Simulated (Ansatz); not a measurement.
BaF2 (fluorite)

```
BaF2
1.0
    0.00000     3.12313     3.12313
    3.12313     0.00000     3.12313
    3.12313     3.12313     0.00000
Ba F
1 2
Direct
  0.00000   0.00000   0.00000
  0.25000   0.25000   0.25000
  0.75000   0.75000   0.75000
```

The slice is a {111} plane (indices of the conventional cell) through the point (0.250, 0.250, 0.250) (fractional), spanned by u = [100] and v = [-1 2 0] in vectors of this cell: u (4.42 Å) and v (7.65 Å, at 90° to u). It covers one period; positions are fractions (u, v).

Level of theory: PBE (plane waves to 420 eV, PAW, scalar-relativistic; Ansatz, a quantum-chemistry and plane-wave program). k mesh 9×9×9. Near the nuclei the fields are pseudised (PAW); where an atom keeps semicore shells as valence, they peak there. BaF2 was relaxed with its symmetry unable to fall.

Question: Sketch the valence electron density on this plane as a map.

Answer: 
```
|99887755333333334433333333557788|
|77776644333344445544443333446677|
|55554433334455555555554433334455|
|33333333334455666666554433333333|
|22222222334455666666554433222222|
|00111122334455556655554433221111|
|00000011223344555555443322110000|
|00000000112233444444332211000000|
|00000000112233333333332211000000|
|00000000112233334433332211000000|
|00000011223344555555443322110000|
|00000011224455777777554422110000|
|11111122335577889988775533221111|
|22222222335577999999775533222222|
|44333333335577889988775533333333|
|55444433334466777777664433334444|
|55555544333344555555443333445555|
|66665544333333333333333333445566|
|66665544332222222222222233445566|
|66555544332211110011112233445555|
|55554433221100000000001122334455|
|44443322110000000000000011223344|
|33333322110000000000000011223333|
|44333322110000000000000011223333|
|55554433221100000000001122334455|
|77775544221100000000001122445577|
|99887755332211111111112233557788|
|99997755332222222222222233557799|
```
Scale: ten equal steps from -2.00 (start of '0') to 1.15 (end of '9'), in the order '0123456789'. Values: log₁₀ of the valence density in e/Å³. The map has 16 points along u (two characters each, u = 0 at the left) and 28 along v (v = 0 in the bottom row). The scale is logarithmic, as a density can span decades between atoms and voids.
